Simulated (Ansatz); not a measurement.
Given:

SiO₂:
```cif
data_O4Si2
_chemical_formula_sum 'Si2 O4'
_space_group_name_H-M_alt 'P 1'
_space_group_IT_number 1
_cell_length_a 4.15498
_cell_length_b 4.15498
_cell_length_c 2.66136
_cell_angle_alpha 90.000
_cell_angle_beta 90.000
_cell_angle_gamma 90.000
loop_
_space_group_symop_operation_xyz
  'x, y, z'
loop_
_atom_site_label
_atom_site_type_symbol
_atom_site_fract_x
_atom_site_fract_y
_atom_site_fract_z
_atom_site_occupancy
Si1 Si 0.50000 0.50000 0.50000 1
Si2 Si 0.00000 0.00000 0.00000 1
O1 O 0.69443 0.69443 0.00000 1
O2 O 0.30557 0.30557 0.00000 1
O3 O 0.80557 0.19443 0.50000 1
O4 O 0.19443 0.80557 0.50000 1
```

This is the LDA-relaxed structure.

Problem. All from LDA in the plane-wave PAW code Ansatz, unless another level is named. Estimate the formation energy from the elements (no fitted shifts).

Solution. -2.92 eV/atom.

Problem. And the band gap?

Solution. 5.82 eV (direct).

Problem. Next, the electron effective mass?

Solution. 0.40, 0.52, 0.52 mₑ (principal values).

Problem. Next, the hole effective mass?

Solution. 1.1, 1.1, 1.7 mₑ (principal values).

Problem. Give the weight of the valence-edge state by species (Voronoi cells).

Solution. O 99 %.

Problem. Predict the weight of the conduction-edge state by species (Voronoi cells).

Solution. O 54 %, Si 46 %.

Space group P4_2/mnm (rutile). This is a known high-pressure phase of the composition, computed here at zero pressure and temperature. Symmetry was held in the LDA relaxation; phonons on a q-mesh show no instability. The references are the lowest solids computed at this level, not always the standard phases (solids in place of the gases).

Potentials: the earlier of the program's two PAW sets.
